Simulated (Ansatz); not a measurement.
Li6PS5Cl in space group F-43m (No. 216; Pearson symbol cF52), plane-wave PAW r²SCAN (Ansatz code). The conduction-band minimum lies at Γ, with 1 equivalent valley. Second derivatives d²E/dk² of the lowest band at one valley (eV·Å²), along Cartesian directions:…

| direction | d²E/dk² |
|---|---|
| [100] | 17.86 |
| [010] | 17.86 |
| [001] | 17.86 |
| [110] | 17.86 |
| [101] | 17.86 |
| [011] | 17.86 |

Task: Find the principal effective masses, the density-of-states mass and the conductivity mass.

Result: Off-diagonal terms follow from H_xy = H[110] − (H_xx + H_yy)/2, and m*/mₑ = 7.620 eV·Å² over each eigenvalue: 0.43, 0.43, 0.43. One valley's DOS mass (m₁m₂m₃)^(1/3) = 0.43, conductivity mass 3/(Σ 1/mᵢ) = 0.43 mₑ.

Task: What effective density of states Nc follows at 300 K for parabolic valleys?

Result: Nc = 2.509e19 × 1 × (0.43)^(3/2) ≈ 7.1e18 cm⁻³.

The start of the workflow was typed in or built on a structure type; the Crystallography Open Database copy checked does not list it. Its standing as an ambient phase is unchecked. The cell was relaxed with r²SCAN under the symmetry of its start; whether a distortion lowers the energy is not shown.

Potentials: the later of the program's two PAW sets.

Edges and masses are those of Kohn–Sham bands, whose gap is no quasiparticle gap.
